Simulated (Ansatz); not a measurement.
Consider the following.

In₁₅O₂₄Sn:
Space group R-3, hexagonal axes (No. 148); a = 14.374 Å, b = 14.374 Å, c = 8.835 Å, α = 90.00°, β = 90.00°, γ = 120.00°

```tsv
atom	site	symmetry	x	y	z
In	9e	-1	0.0000	0.5000	0.0000
In	18f	1	0.2276	0.2398	0.0219
In	18f	1	0.1772	0.1056	0.3562
O	18f	1	0.1468	0.0701	0.1164
O	18f	1	0.0634	0.1647	0.3921
O	18f	1	0.1389	0.3229	0.0865
O	18f	1	0.3954	0.0630	0.0712
Sn	3a	-3.	0.0000	0.0000	0.0000
```
(The calculation used a cell of 40 atoms; values per cell refer to that cell.)

This is the r²SCAN-relaxed structure.

All from plane-wave PAW r²SCAN (Ansatz code), unless another level is named. Predict the electronic character.

metallic (no gap).

What about the formation energy from the elements (no fitted shifts)?

-1.81 eV/atom.

Predict the density of states at the Fermi level.

0.03 states/eV per atom (mean over ±0.08 eV).

The start of the workflow was typed in or built on a structure type; the Crystallography Open Database copy checked does not list it. Whether it is the stable phase at ambient conditions was not checked. Symmetry was held in the r²SCAN relaxation; its stability against distortions is not shown here. With an odd number of electrons in the cell and no spin polarisation, the count alone makes it a metal. The references are the lowest solids computed at this level, not always the standard phases (solids in place of the gases). Spin–orbit coupling is left out wherever it is not named.

Potentials: the later of the program's two PAW sets.
